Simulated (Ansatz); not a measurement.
TlBr:
Space group Pm-3m (No. 221); a = b = c = 3.9798 Å, α = β = γ = 90.00°

| atom | site | symmetry | x | y | z |
|---|---|---|---|---|---|
| Tl | 1a | m-3m | 0.0000 | 0.0000 | 0.0000 |
| Br | 1b | m-3m | 0.5000 | 0.5000 | 0.5000 |

Relaxed with PBE+D3(BJ).

Q: Give the optical modes at the zone centre with their infrared and Raman activity from DFPT, DFT-PBE+D3(BJ) in the program Ansatz with PAW potentials.

A: Transverse frequencies, without the LO–TO term; a row sums one degenerate level.

| ω (cm⁻¹) | degeneracy | IR ((D/Å)²/amu) | Raman (Å⁴/amu) | activity | symmetry |
|---|---|---|---|---|---|
| 38 | 3 | 5.36 | 0 | IR | T1u |

Q: How high does the top mode go among those that the LO–TO term moves?

A: 107 cm⁻¹ for q along x.

The PBE+D3(BJ) relaxation kept the symmetry of its start; phonons on a q-mesh show no instability. Scalar-relativistic: spin–orbit coupling is off unless named, which matters more the heavier the elements.

Potentials: the later of the program's two PAW sets.
